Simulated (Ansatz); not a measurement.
Input:

CdS:
```xyz
4
Lattice="4.0734 0.0000 0.0000 -2.0367 3.5277 0.0000 0.0000 0.0000 6.6388" Properties=species:S:1:pos:R:3 pbc="T T T"
Cd     2.0367     1.1759     0.0040
Cd     0.0000     2.3518     3.3234
S      2.0367     1.1759     4.1466
S      0.0000     2.3518     0.8272
```

This is the LDA-relaxed structure. x, y and z are the axes in which the lattice vectors are written.

Task: All from LDA (plane waves, PAW; program Ansatz), unless another level is named. Give the highest zone-centre frequency (without LO–TO term).

Result: 307 cm⁻¹.

Task: Give the vibrational entropy at 300 K.

Result: 35.9 J/(K·mol of atoms).

Task: What about the Poisson's ratio?

Result: 0.38.

Task: Next, the zero-point energy?

Result: 33.5 meV/atom.

Task: Next, the piezoelectric stress constants (proper, relaxed ions, C/m²)?

Result: e15 = e24 = 0.18, e31 = e32 = 0.25, e33 = -0.44.

Space group P6_3mc (wurtzite). The LDA relaxation kept the symmetry of its start; phonons on a q-mesh show no instability.

Potentials: the later of the program's two PAW sets.
